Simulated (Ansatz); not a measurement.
MnO2 (P-3m1): majority and minority states

The geometry is a structure from the Materials Project, held fixed and not relaxed.

Settings: LDA, 11×11×6 k mesh, Fermi–Dirac smearing of 0.03 eV. LAPW is all-electron LAPW in Ansatz 0.2.0. Site moments are integrated in spheres about the atoms. DFT+U (Dudarev's form): U = 3.0 eV on Mn d.

The run was typed so:

```yaml
crystal:
  lattice:
    - [2.8565781804, 0.0, 0.0]
    - [-1.4282890902, 2.4738692722, 0.0]
    - [0.0, 0.0, 4.6013740589]
  atoms:
    - { symbol: Mn, position: [0.0, 0.0, 0.5], spin: 4.0 }
    - { symbol: O, position: [0.6666666667, 0.3333333333, 0.29370743] }
    - { symbol: O, position: [0.3333333333, 0.6666666667, 0.70629257] }
magnetization:
  spin_polarized: true
kpoints:
  mp_grid: { grid: [11, 11, 6] }
scf:
  occupations: { method: fermi_dirac, width: 0.03 }
hamiltonian:
  xc: lda
  pseudopotentials: { kind: all_electron, lapw: { basis_error: 0.001 } }
  hubbard: { sites: [{ species: Mn, l: d, u_eff: 3 }] }
output:
  forces: true
  stress: true
  eigenvalues: true
  hubbard: { sites: [{ species: Mn, l: d }] }
  populations: true
  dos: { projected: true, de: 0.1, e_range: [-10, 8] }
```

Command: `ansatz run input.yaml --threads 2 --pin off --max-ram 6144MiB --backend cpu --events-out ev --progress --plain --runs-dir out`

Give the density of states by spin, smoothed by a Gaussian of 0.15 eV.


```csv
E − E_F (eV),majority (states/eV/cell),minority (states/eV/cell)
-7.00,0.99,0.00
-6.70,1.07,0.07
-6.40,1.36,0.43
-6.10,1.42,0.79
-5.80,0.83,1.40
-5.50,1.16,1.53
-5.20,2.13,1.81
-4.90,1.63,1.50
-4.60,1.82,1.62
-4.30,1.22,0.86
-4.00,0.44,0.50
-3.70,0.48,1.51
-3.40,0.94,1.88
-3.10,1.50,1.52
-2.80,1.39,0.76
-2.50,1.42,0.92
-2.20,1.83,0.95
-1.90,1.99,0.93
-1.60,2.07,0.74
-1.30,1.05,0.27
-1.00,0.67,0.01
-0.70,0.07,0.00
-0.40,0.00,0.00
-0.10,0.00,0.00
0.20,0.00,0.00
0.50,0.00,0.00
0.80,0.06,0.00
1.10,0.73,0.16
1.40,2.09,1.57
1.70,1.75,2.43
2.00,1.60,2.79
2.30,0.43,2.13
2.60,0.01,0.82
2.90,0.00,0.15
3.20,0.00,0.77
3.50,0.00,2.54
3.80,0.00,2.41
4.10,0.00,0.88
4.40,0.00,0.04
```
Site moments (μB): Mn1 2.92, O2 -0.05, O3 -0.05. Cell moment 3.00 μB.

Löwdin populations of d and f shells (filled inner shells left out):

| shell | up | down |
| --- | --- | --- |
| Mn1 3d | 4.05 | 1.02 |

None of this fixes the real material's magnetic order: only patterns that fit the cell were computed, without spin fluctuations and on one mesh and smearing, with a functional that can overstate moments.
